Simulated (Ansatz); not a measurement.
CaTaS2 in space group P6_3/mmc (No. 194; S on 4f, Ta on 2b, Ca on 2a) under volume change, PBE+D3(BJ) (plane waves, PAW; program Ansatz), shape and atoms relaxed at each volume.

```json
[
 {"V (Å³/atom)": "16.024", "E − E(relaxed) (meV/atom)": "57.2", "P (GPa)": "12.65"},
 {"V (Å³/atom)": "16.552", "E − E(relaxed) (meV/atom)": "23.9", "P (GPa)": "7.69"},
 {"V (Å³/atom)": "17.081", "E − E(relaxed) (meV/atom)": "5.6", "P (GPa)": "3.53"},
 {"V (Å³/atom)": "17.609", "E − E(relaxed) (meV/atom)": "0.0", "P (GPa)": "0.00"},
 {"V (Å³/atom)": "18.137", "E − E(relaxed) (meV/atom)": "5.0", "P (GPa)": "-2.94"},
 {"V (Å³/atom)": "18.665", "E − E(relaxed) (meV/atom)": "18.8", "P (GPa)": "-5.37"},
 {"V (Å³/atom)": "19.194", "E − E(relaxed) (meV/atom)": "39.8", "P (GPa)": "-7.32"}
]
```

Problem. What does a third-order Birch–Murnaghan fit give for V₀, B₀ and B′?

Solution. V₀ = 17.61 Å³/atom, B₀ = 106 GPa, B′ = 5.0.

The cell is a constructed one: a structure type filled with these elements; neither database checked (COD, Materials Project) lists it. Its standing as an ambient phase is unchecked. The cell was relaxed with PBE+D3(BJ) under the symmetry of its start; of distortions, only those at the zone centre were tested. No spin polarisation was allowed. Scalar-relativistic: spin–orbit coupling is off unless named, which matters more the heavier the elements.

Potentials: the later of the program's two PAW sets.
